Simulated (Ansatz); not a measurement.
RbCaH₃:
```
RbCaH3
1.0
    4.39833     0.00000     0.00000
    0.00000     4.39833     0.00000
    0.00000     0.00000     4.39833
Rb Ca H
1 1 3
Direct
  0.00000   0.00000   0.00000
  0.50000   0.50000   0.50000
  0.50000   0.00000   0.50000
  0.00000   0.50000   0.50000
  0.50000   0.50000   0.00000
```

Relaxed with LDA. Special points in fractions of this cell's reciprocal vectors: Γ (0.000, 0.000, 0.000); X (0.000, 0.500, 0.000); M (0.500, 0.500, 0.000); R (0.500, 0.500, 0.500).

**Question.** List the band energies nearest the valence-band maximum at these points for the program Ansatz at the LDA level (PAW).

**Answer.** In eV from the valence-band maximum; about four levels below and three above (degenerate sets whole), none deeper than 8.9 eV; points with the same levels are listed once.

| k | below | above |
|---|---|---|
| Γ | -3.09 -0.60 -0.60 | 6.03 6.03 6.03 |
| X | -1.63 -0.86 -0.31 | 5.53 5.53 5.61 |
| M | -1.39 0.00 0.00 | 2.83 4.81 4.81 |
| R | -0.30 -0.30 -0.30 | 4.29 4.29 4.29 |

Space group Pm-3m (cubic perovskite). The workflow started from a Materials Project entry (that database holds measured and hypothetical structures alike); the Crystallography Open Database files this formula in space group No. 221, but the cells were not matched. Its standing as an ambient phase is unchecked. Symmetry was held in the LDA relaxation; phonons on a q-mesh show no instability. Scalar-relativistic: spin–orbit coupling is off unless named, which matters more the heavier the elements.

Potentials: the later of the program's two PAW sets.
